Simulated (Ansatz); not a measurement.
Space group F-43m (No. 216). a = 5.666 Å, b = 5.666 Å, c = 5.666 Å, α = 90.00°, β = 90.00°, γ = 90.00°
```json
{"atom": "Zn", "site": "4a", "symmetry": "-43m", "x": "0.0000", "y": "0.0000", "z": "0.0000"}
{"atom": "Se", "site": "4d", "symmetry": "-43m", "x": "0.2500", "y": "0.2500", "z": "0.7500"}
```

Equation of state of this ZnSe structure (not necessarily the ground state), with shape and atoms relaxed at each volume where symmetry leaves them free. Theory: DFT r2SCAN, scalar-relativistic, plane waves, PAW in Ansatz.

Plane waves to 500 eV, a k mesh through Γ of 8×8×8 on the computed 2-atom cell and Gaussian smearing (0.02 eV); no spin polarisation.

```csv
V (Å³/atom),E − E(largest V) (meV/atom),P (GPa),gap on mesh (eV)
20.008,44.51,11.05,2.44
20.690,5.08,7.57,2.28
21.372,-20.67,4.61,2.14
22.054,-34.84,2.11,2.00
22.736,-39.17,-0.02,1.87
23.418,-35.14,-1.82,1.74
24.100,-24.04,-3.36,1.62
25.010,0.00,-5.05,1.47
```

Question: Fit a third-order Birch–Murnaghan equation to E(V).

Answer: V0 = 22.73 Å³/atom, B0 = 65 GPa, B0' = 4.4.